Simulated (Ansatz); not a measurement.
Kick test of a cell of Na7Bi

The structure comes from a generated guess, relaxed at this level; another structure or a mixture of phases may lie lower.

Method: DFT PBE, scalar-relativistic, plane waves, PAW (Ansatz 0.2.0). Settings: cutoff 420 eV, Γ-centred mesh 6×6×6 on the computed 8-atom cell, Gaussian smearing of 0.10 eV; no spin polarisation.

The cell below (8 atoms, space group Fm-3m (No. 225)) is relaxed within its symmetry.

```yaml
crystal:
  lattice:
    - [0.00000, 5.08134, 5.08134]
    - [5.08134, 0.00000, 5.08134]
    - [5.08134, 5.08134, 0.00000]
  atoms:
    - { symbol: Na, position: [0.50000, 0.00000, 0.00000] }
    - { symbol: Na, position: [0.00000, 0.50000, 0.50000] }
    - { symbol: Na, position: [0.00000, 0.50000, 0.00000] }
    - { symbol: Na, position: [0.50000, 0.00000, 0.50000] }
    - { symbol: Na, position: [0.00000, 0.00000, 0.50000] }
    - { symbol: Na, position: [0.50000, 0.50000, 0.00000] }
    - { symbol: Na, position: [0.50000, 0.50000, 0.50000] }
    - { symbol: Bi, position: [0.00000, 0.00000, 0.00000] }
```

For the test it was strained at random (σ = 1.5 % a component), the atoms were moved at random (σ = 0.05 Å), and all was relaxed again on a coarse 4×4×4 mesh (in the run’s order of axes) with 0.20 eV smearing, with no symmetry imposed.

Spin–orbit coupling, which can matter for Bi, is left out.

Q: What happens?

A: It returns, within 1 meV/atom of the unmoved cell on that mesh and with the same symmetry when read at 0.1 Å (P1 at 0.01 Å, so small strains and shifts remain). No instability shows in this cell; modes of other wave vectors, which need another repeat, aren't tested.
